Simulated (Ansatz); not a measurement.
**Kick test of a cell of Al2GaP3**

The cell was found from a structure generator's guess, not taken from experiment.

Level of theory: DFT PBE, scalar-relativistic, plane waves, PAW in Ansatz. Plane waves to 420 eV, a k mesh through Γ of 10×10×10 on the computed 6-atom cell and Gaussian smearing (0.02 eV); no spin polarisation.

The cell below (6 atoms, space group I-4m2 (No. 119)) is relaxed within its symmetry.

```
Al Ga P
1.0
    -1.94752    1.94752    8.25717
     1.94752   -1.94752    8.25717
     1.94752    1.94752   -8.25717
Al Ga P
2 1 3
Direct
  0.83332 0.83332 0.00000
  0.16668 0.16668 0.00000
  0.50000 0.50000 0.00000
  0.58370 0.08370 0.50000
  0.25000 0.75000 0.50000
  0.91630 0.41630 0.50000
```

For the test a repeat of it with 12 atoms (edges 5.51, 5.51, 8.70 Å) was strained at random (σ = 1.5 % a component), the atoms were moved at random (σ = 0.10 Å), and all was relaxed again on a coarse 4×4×4 mesh (in the run’s order of axes) with 0.10 eV smearing, with no symmetry imposed.

Problem. What happens?

Solution. It returns, within 1 meV/atom of the unmoved cell on that mesh and with the same symmetry when read at 0.1 Å. So it is stable against the distortions that fit this cell and that this random move excites. Modes that don't fit the cell aren't tested.
